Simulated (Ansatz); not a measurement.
HfSO in space group P2_13 (No. 198; Hf on 4a, S on 4a, O on 4a), r²SCAN in the plane-wave PAW code Ansatz. The conduction-band minimum lies on the Γ–R line, 80 % of the way from Γ, with 8 equivalent valleys. Second derivatives d²E/dk² of the lowest band at one valley (eV·Å²), along Cartesian directions:

| direction | d²E/dk² |
|---|---|
| [100] | 8.131 |
| [010] | 8.131 |
| [001] | 8.131 |
| [110] | 8.379 |
| [101] | 8.379 |
| [011] | 8.379 |

Problem. Find the principal effective masses, the density-of-states mass and the conductivity mass.

Solution. Off-diagonal terms follow from H_xy = H[110] − (H_xx + H_yy)/2, and m*/mₑ = 7.620 eV·Å² over each eigenvalue: 0.88, 0.97, 0.97. One valley's DOS mass (m₁m₂m₃)^(1/3) = 0.94, conductivity mass 3/(Σ 1/mᵢ) = 0.94 mₑ.

Problem. What effective density of states Nc follows at 300 K for parabolic valleys?

Solution. Nc = 2.509e19 × 8 × (0.94)^(3/2) ≈ 1.8e20 cm⁻³.

The workflow started from a Materials Project entry (that database holds measured and hypothetical structures alike); the Crystallography Open Database copy checked does not list it. Whether it is the stable phase at ambient conditions was not checked. The cell was relaxed with r²SCAN under the symmetry of its start; whether a distortion lowers the energy is not shown. The run is not spin-polarised. Spin–orbit coupling is left out wherever it is not named.

Potentials: the earlier of the program's two PAW sets.

Edges and masses are those of Kohn–Sham bands, whose gap is no quasiparticle gap.
